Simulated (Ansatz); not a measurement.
# TiAu: frozen-core PAW against all-electron methods

```xyz
2
Lattice="3.2540 0.0000 0.0000 0.0000 3.2540 0.0000 0.0000 0.0000 3.1889" Properties=species:S:1:pos:R:3 pbc="T T T"
Ti    1.6270    1.6270    1.5945
Au    0.0000    0.0000    0.0000
```

Atoms are numbered in the order listed.

The conventional cell has a = 3.254 Å, b = 3.254 Å, c = 3.189 Å, α = 90.00°, β = 90.00°, γ = 90.00°. Ti (atom 1) has 8 Au at 2.80 Å and 2 Ti at 3.19 Å as nearest neighbours. Au (atom 2) is surrounded by 8 Ti at 2.80 Å and 2 Au at 3.19 Å.

The geometry is COD entry 1510312, unchecked; take it as a test cell. The listed cell was then made from it by scaling, straining or moving an atom.

Spin polarisation is left out, and whether a magnetic state lies lower isn't shown here.

No spin–orbit coupling, which matters for the heavy atoms here.

Levels of theory: DFT, PBEsol, PAW with Ansatz's default frozen-core files, scalar-relativistic (Ansatz 0.2.0); DFT, PBEsol, all-electron LAPW, scalar-relativistic (Ansatz 0.2.0).

For PAW: a Γ-centred 10×10×10 k mesh, Fermi–Dirac smearing of 0.08 eV, cutoff 420 eV, no spin polarisation; the PAW files were made with PBE, and the program remakes their frozen cores for this functional. LAPW targets a basis error of 1 meV/atom. The Ansatz runs share mesh, smearing and spin set-up. Plane-wave (PAW) pressures include the program's estimate of the Pulay term.

Stress and pressure are positive in compression.

PAW results:

```csv
quantity,PAW
pressure (GPa),-1.90
stress xx (GPa),-1.79
stress zz (GPa),-2.12
```

What does full-potential LAPW give for the same quantities?


```csv
quantity,LAPW
pressure (GPa),-1.93
stress xx (GPa),-1.82
stress zz (GPa),-2.15
```
